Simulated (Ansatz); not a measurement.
An elastic tensor (GPa, Voigt order, standard axes) from plane-wave PAW PBE (Ansatz code):

```
1050   124   124   0.0   0.0   0.0
 124  1050   124   0.0   0.0   0.0
 124   124  1050   0.0   0.0   0.0
 0.0   0.0   0.0   558   0.0   0.0
 0.0   0.0   0.0   0.0   558   0.0
 0.0   0.0   0.0   0.0   0.0   558
```

Pick the material that matches.
(A) V, bcc (W type)
(B) C, diamond
(C) Yb, fcc (Cu type)
(D) Cr, bcc (W type)

B, C, diamond

Space group Fd-3m (diamond). Symmetry was held in the PBE relaxation.

Potentials: the later of the program's two PAW sets.
